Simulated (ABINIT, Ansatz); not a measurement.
Given: the input of a run of ABINIT 10.8.3 (patched build) on NbTe. The cell comes from a database or a generator and needn't be the stable form of this composition.

Contents of run.abi:

```
# Pseudopotentials
pp_dirpath "./"
pseudos "Te.GGA_PBE-JTH.xml, Nb.GGA_PBE-JTH.xml"

# Structure
acell 3*1.0 Angstrom
rprim
     3.7029743866     0.0000000000     0.0000000000
    -1.8514871933     3.2068698884     0.0000000000
     0.0000000000     0.0000000000     3.6942110000
ntypat 2
znucl 52 41
natom 2
typat 1 2
xcart
     3.4988037189     2.0200352686     0.0000000000
     0.0000000000     0.0000000000     3.4905235183

# Plane-wave basis
ecut 16.0
pawecutdg 32.0
pawxcdev 0

# k points
kptopt 1
ngkpt 8 8 7
nshiftk 1
shiftk 0.0 0.0 0.0

# Exchange and correlation
ixc 11

# Bands and occupations
nband 14
occopt 3
tsmear 0.05 eV

# SCF cycle
nstep 100
tolvrs 1.0e-9

# Output
iomode 3
prtwf 0
prtden 0
prteig 0
prtebands 0
enunit 1
```

Potentials or basis: JTH PAW PBE v2.0.

Command:

```console
$ abinit run.abi > log 2>&1
```

Problem. Set up the same calculation for Ansatz 0.2.0. Potentials or basis there: Ansatz PAW (earlier soft set), cutoff 420 eV.

Solution. As run (cutoffs and basis follow the program's own potentials, and thresholds, step limits or extra output files can differ):

input.yaml

```yaml
crystal:
  lattice:
    - [3.7029743866, 0.0, 0.0]
    - [-1.8514871933, 3.2068698884, 0.0]
    - [0.0, 0.0, 3.694211]
  atoms:
    - { symbol: Te, position: [0.6666666667, 0.3333333333, 0.0] }
    - { symbol: Nb, position: [0.0, 0.0, 0.5] }
hamiltonian:
  xc: pbe
  pseudopotentials: { kind: paw, azcp: { folder: soft_1 } }
kpoints:
  mp_grid: { grid: [8, 8, 7] }
scf:
  occupations: { method: fermi_dirac, width: 0.05 }
output:
  forces: true
  stress: true
  eigenvalues: true
```

Potentials or basis: Ansatz PAW soft_1.

Launch:

```bash
$ ansatz run input.yaml --threads 1 --pin off --max-ram 3584MiB --backend cpu --events-out ev --progress --plain --runs-dir out
```

Both were run:

|  | ABINIT | Ansatz |
| --- | --- | --- |
| Pressure | -0.1 GPa | -0.6 GPa |

Ansatz's pressure holds a Pulay term of +0.03 GPa for its cutoff of 420 eV, which the other run lacks.

The potentials hold 19 and 29 valence electrons a cell.

Where Ansatz's input types no cutoff or centring, it takes its own default and a Γ-centred mesh.

Pressure is positive in compression.
